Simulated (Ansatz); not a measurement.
**antiAuCu3-structured Eu₃Si**

Level of theory: DFT, PBE, scalar-relativistic, collinear spin; plane waves to 420 eV with PAW datasets (Ansatz 0.2.0), 8×8×8 k-mesh, Gaussian smearing of 0.05 eV; PAW files: Ansatz's generated set soft_2.

```
Eu Si
1.0
     4.83791    0.00000    0.00000
     0.00000    4.83791    0.00000
     0.00000    0.00000    4.83791
Eu Si
3 1
Direct
  0.00000 0.50000 0.50000
  0.50000 0.50000 0.00000
  0.50000 0.00000 0.50000
  0.00000 0.00000 0.00000
```

The structure was built from a prototype; whether the compound forms in it isn't claimed.

Magnetic state: ferromagnetic, site spin moments Eu 6.99; Si -0.18 μB.

The run above is the reference. The same cell was run again with other input settings; several of them aren't fit for production, so the rows show the settings' effect and aren't properties of the material.

```tsv
keys changed	outcome	ΔE (meV/atom)	P (GPa)	gap on the mesh (eV)	cell moment (μB)	largest force component (eV/Å)	SCF iterations	rough core-seconds	new warnings
none (reference)	converged	0.0	0.0	metal	21.67	0.000	–	–	–
hamiltonian.xc: "pbe" → "r2scan"	converged	–	-0.2	metal	21.91	0.000	18	80	cutoff below recommended; stability check not made
scf.mixing.preconditioner: "ldos"; hamiltonian.dispersion: "d3bj"	converged	–	-2.1	metal	21.67	0.000	12	30	–
hamiltonian.hubbard: {"sites": [{"species": "Eu", "l": "f", "u_eff": 6.0}], "double_counting": "fll"}	converged	–	3.1	metal	21.88	0.000	13	60	filled band counts differ across k points; stability check not made
accuracy: "medium"; scf.lower_state_search: "standard"; scf.convergence.dr2_threshold: 1e-11	converged	0.0	0.0	metal	21.67	0.000	15	40	–
```

ΔE is the energy with the smearing extrapolated to zero. It is left out where the change alters the Hamiltonian or the spin treatment. The varied runs start from atomic densities (corrected by the program's trained start where that serves), with the default search for lower states unless a row changes it, while the reference went on from a saved state, so a magnet may end in another state whatever the setting.

(1) What happens with these changes: scf.occupations.width: 0.05 → null; scf.occupations.method: "gaussian" → "tetrahedron"?

(2) What happens with these changes: scf.occupations.method: "gaussian" → "methfessel_paxton"; scf.occupations.width: 0.05 → 0.01; scf.mixing.preconditioner: "resta"; scf.n_extra_bands: 4?

Answers:

(1) outcome converged, ΔE (meV/atom) 0.0, P (GPa) 0.0, gap on the mesh (eV) metal, cell moment (μB) 21.63, largest force component (eV/Å) 0.000, SCF iterations 19, rough core-seconds 60, new warnings band table not solved further; stability check not made; tetrahedron derivatives may miss energy slope.

(2) outcome refused, SCF iterations 0, rough core-seconds 0.1. Message: inconsistent input (scf.n_extra_bands): n_bands = 32 cannot host the net starting moment |Σ_I m_I| = 21.0000 μB: with N_el = 55 the majority spin channel must hold (N_el + |M|)/2 = 38.0000 electrons at no more than one per band — at least 38 bands (32 bands cap the reachable moment at 2·n_bands − N_el = 9.0000 μB); …

The pair part of a dispersion correction pulls inward (a three-body part mostly pushes out), and in metals and ionic crystals with large ions it often overbinds.

2 further runs (cut off, refused for memory, with changed atoms or starts, or in doubt) are left out.

Of the reference: Without a U the 4f levels of Eu lie too near the Fermi level, so their share of the states there, and what hangs on it, is overstated. Scalar-relativistic only: spin–orbit splittings of the heavy atoms' levels are missing. Site moments are of spin, integrated over atomic spheres.
